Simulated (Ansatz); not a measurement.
Below is a relaxed structure of Sn₂Ge₃Se₅. The cell was found from a structure generator's guess, not taken from experiment.

Method: Ansatz, DFT PBE, scalar-relativistic, plane waves, PAW. Cutoff 420 eV, Γ-centred mesh, Gaussian smearing, no spin polarisation.

```cif
data_structure
_symmetry_space_group_name_H-M 'P 1'
_symmetry_Int_Tables_number 1
_cell_length_a 17.0300
_cell_length_b 17.0300
_cell_length_c 17.0300
_cell_angle_alpha 13.867
_cell_angle_beta 13.867
_cell_angle_gamma 13.867
_cell_volume 246.91
loop_
_atom_site_label
_atom_site_type_symbol
_atom_site_fract_x
_atom_site_fract_y
_atom_site_fract_z
_atom_site_occupancy
Sn1 Sn 0.09906 0.09906 0.09906 1
Sn2 Sn 0.90094 0.90094 0.90094 1
Ge1 Ge 0.30195 0.30195 0.30195 1
Ge2 Ge 0.69805 0.69805 0.69805 1
Ge3 Ge 0.50000 0.50000 0.50000 1
Se1 Se 0.00000 0.00000 0.00000 1
Se2 Se 0.39620 0.39620 0.39620 1
Se3 Se 0.80197 0.80197 0.80197 1
Se4 Se 0.19803 0.19803 0.19803 1
Se5 Se 0.60380 0.60380 0.60380 1
```

The zero of energy is the elements' standard structures at the same level; no fitted shifts are applied. The references include grey tin.

Problem. Find its symmetry and describe it.

Solution. R-3m (No. 166), with Sn and Ge ordered on rock salt sites. Conventional cell: a = 4.112 Å, c = 50.591 Å. Sn has 6 Se at 3.00 Å; Ge on a site of symmetry 3m is surrounded by 6 Se at 2.86 Å; Ge on a site of symmetry -3m is surrounded by 6 Se at 2.86 Å; Se on a site of symmetry -3m has 6 Ge at 2.86 Å; 2 more sites not described.

Problem. What is its formation energy per atom?

Solution. −0.292 eV/atom. Whether it is stable depends on the other phases of the system, which aren't compared here.

Problem. Is it a metal?

Solution. No, the gap on the 12×12×12 mesh is 0.10 eV.

The last run used a 12×12×12 mesh for its 10-atom cell and Gaussian smearing of 0.01 eV. Kohn–Sham gaps at this level usually fall short of measured ones. The reference form of Se is held partly by dispersion forces, which this level lacks. Small gaps are read on the mesh alone, and bands can cross between its points. Symmetry constrained the relaxation, so the result can be a saddle point.
